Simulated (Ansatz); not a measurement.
AlP (rock salt, space group No. 225), PBE+D3(BJ) in the plane-wave PAW code Ansatz, all energies at zero smearing, with the estimated change up to a 700 eV cutoff added, with one set of potentials and settings (totals compare only within such a set). Cell of 2 atoms (1 Al, 1 P): -1294.649 eV.

```
element             reference phase  E (eV/atom)
-------  --------------------------  -----------
Al       Fm-3m, 1 atoms in the cell    -537.8444
P         Cmce, 4 atoms in the cell    -756.0406
```

Formation energy per atom, worked out: (-1294.649 − 1×(-537.8444) − 1×(-756.0406))/2 = -0.382 eV/atom (-37 kJ per mol of atoms), at 0 K, without zero-point energy or fitted corrections.

The start of the workflow was typed in or built on a structure type; neither database checked (COD, Materials Project) lists it. It is not the phase usual at ambient conditions (space group No. 216). The PBE+D3(BJ) relaxation kept the symmetry of its start; whether a distortion lowers the energy is not shown. The references are the lowest solids computed at this level, not always the standard phases.

Potentials: the later of the program's two PAW sets.
